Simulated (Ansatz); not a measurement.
The relaxed structure here is a generated cell of GaSe: the first start was made by placing the elements on the sites of a structure type, and the end was not matched to a known phase here, so it may be hypothetical. Known forms of GaSe include space group No. 194.

A relaxed structure of GaSe. Space group P3m1 (No. 156). These are PBEsol (plane waves to 420 eV, PAW, scalar-relativistic; Ansatz, a program for electronic structure) values and carry that method's errors.

```cif
data_Ga2Se2
_chemical_formula_sum 'Ga2 Se2'
_space_group_name_H-M_alt 'P3m1'
_space_group_IT_number 156
_space_group_name_Hall 'P 3 -2"'
_cell_length_a 3.94803
_cell_length_b 3.94803
_cell_length_c 7.05071
_cell_angle_alpha 90.000
_cell_angle_beta 90.000
_cell_angle_gamma 120.000
loop_
_atom_site_label
_atom_site_type_symbol
_atom_site_symmetry_multiplicity
_atom_site_Wyckoff_symbol
_atom_site_fract_x
_atom_site_fract_y
_atom_site_fract_z
_atom_site_occupancy
Ga1 Ga 1 c 0.66667 0.33333 0.03290 1
Ga2 Ga 1 a 0.00000 0.00000 0.50073 1
Se1 Se 1 b 0.33333 0.66667 0.34924 1
Se2 Se 1 a 0.00000 0.00000 0.83998 1
```

Q: What is the computed band gap (PBEsol)?

A: No gap on the sampled points, where the bands overlap only slightly; such a result is sensitive to mesh and level.

No spin polarisation in the result.

It was reached from a disturbed copy of a F-43m (No. 216) cell (zinc blende type), against which it lies -0.21 eV/atom.
